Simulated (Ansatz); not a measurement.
C (diamond) was relaxed and computed twice in Ansatz (plane waves, PAW), once with LDA and once with PBE+D3(BJ).

```json
[
 {"": "cell", "run 1": "a = 3.532 Å, b = 3.532 Å, c = 3.532 Å, α = 90.00°, β = 90.00°, γ = 90.00°", "run 2": "a = b = c = 3.5569 Å, α = β = γ = 90.00°"},
 {"": "gap (eV)", "run 1": "4.17", "run 2": "4.15"},
 {"": "B₀ by P(V) fit (GPa)", "run 1": "467", "run 2": "441"},
 {"": "K_Hill (GPa)", "run 1": "467", "run 2": "441"},
 {"": "G_Hill (GPa)", "run 1": "544", "run 2": "529"},
 {"": "Θ_D (K)", "run 1": "2260", "run 2": "2230"}
]
```

Task: Which run used which functional?

Result: Run 1 is LDA, run 2 is PBE+D3(BJ).

All cells were relaxed under the symmetry of their starts (and spin orders); stability against distortions was not tested throughout.

Potentials: the later of the program's two PAW sets.

Ansatz (an electronic-structure program) is a plane-wave DFT program.
